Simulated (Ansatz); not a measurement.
FeSi$_{2}$:
```xyz
3
Lattice="2.6766 0.0000 0.0000 0.0000 2.6766 0.0000 0.0000 0.0000 5.1062" Properties=species:S:1:pos:R:3 pbc="T T T"
Fe     0.0000     0.0000     0.0000
Si     1.3383     1.3383     3.7182
Si     1.3383     1.3383     1.3880
```

Relaxed with PBEsol. Special points in fractions of this cell's reciprocal vectors: Γ (0.000, 0.000, 0.000); X (0.000, 0.500, 0.000); M (0.500, 0.500, 0.000); Z (0.000, 0.000, 0.500); R (0.000, 0.500, 0.500); A (0.500, 0.500, 0.500).

Task: List the band energies nearest the Fermi level at these points for DFT-PBEsol in the program Ansatz with PAW potentials.

Result: In eV from the Fermi level; about four levels below and three above (degenerate sets whole), none deeper than 8.9 eV; points with the same levels are listed once.

```tsv
k	below	above
Γ	-1.70 -1.53 -1.53 -0.63	4.57 4.57 6.52
X	-3.85 -3.25 -2.10 -1.11	0.10 1.50 2.29
M	-4.49 -4.49 -3.28 -2.31	0.18 0.49 2.59
Z	-2.41 -1.58 -1.58 -0.63	2.53 5.73 5.73
R	-3.23 -2.49 -2.09 -1.12	0.61 2.37 4.87
A	-4.55 -3.32 -3.32 -1.84	0.18 0.36 0.36
```

Space group P4/mmm. The first step of the workflow began from a Materials Project structure, measured or hypothetical; the Crystallography Open Database files this formula in space group No. 123, but the cells were not matched. Its standing as an ambient phase is unchecked. The PBEsol relaxation kept the symmetry of its start; of distortions, only those at the zone centre were tested. No spin polarisation was allowed.

Potentials: the later of the program's two PAW sets.
